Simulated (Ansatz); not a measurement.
## HO$_{4}$F, a known structure type with other elements, at an estimated volume

```yaml
crystal:
  lattice:
    - [4.47041, 0.00000, 0.00000]
    - [-0.11587, 4.51517, 0.00000]
    - [0.00000, 0.00000, 5.21844]
  atoms:
    - { symbol: H, position: [0.00000, 0.25000, 0.17840] }
    - { symbol: H, position: [0.00000, 0.75000, 0.82160] }
    - { symbol: F, position: [0.50000, 0.75000, 0.30200] }
    - { symbol: F, position: [0.50000, 0.25000, 0.69800] }
    - { symbol: O, position: [0.18900, 0.45400, 0.90100] }
    - { symbol: O, position: [0.81100, 0.04600, 0.90100] }
    - { symbol: O, position: [0.81100, 0.54600, 0.09900] }
    - { symbol: O, position: [0.18900, 0.95400, 0.09900] }
    - { symbol: O, position: [0.25000, 0.39300, 0.36000] }
    - { symbol: O, position: [0.75000, 0.10700, 0.36000] }
    - { symbol: O, position: [0.75000, 0.60700, 0.64000] }
    - { symbol: O, position: [0.25000, 0.89300, 0.64000] }
```

Level: PBE, no spin polarisation; 420 eV; 6×4×4 Γ-centred mesh; tetrahedron occupations; Ansatz 0.2.0, fixed geometry.

**Question.** Which element gives electrons and which takes them?

**Answer.** Bader charges in e: H +0.54, O -0.12, F -0.06. In the mean H gives up most and O takes most.

**Question.** Where is the largest force?

**Answer.** The largest is on O5 (and as large on other atoms): 2.71 eV/Å, components (-2.16, 1.05, 1.26). It makes 52° with the line to a nearest neighbour, H2 at 1.65 Å.

**Question.** Describe some of the short contacts.

**Answer.** H–O at 1.59 Å: least valence density 0.44 e/Å³ and ELF 0.46 there. F–O at 1.96 Å: least valence density 0.46 e/Å³ and ELF 0.18 there. These are pseudo-fields; inside the PAW spheres they differ from the all-electron ones.

**Question.** Metal or insulator?

**Answer.** It is a metal, with about 16 states/eV a cell as the mean within 0.25 eV of the Fermi level, mostly O p (94 %).

Origin: a known structure type with other elements, at an estimated volume, so it need not be a known compound. Caveats: empty levels are not fully converged; many states at the Fermi level without spin polarisation, so a magnetic state may lie lower; the k mesh is coarse if the cell is a metal; atoms or cell far from equilibrium; forces and stress under tetrahedra may miss the slope of the energy.
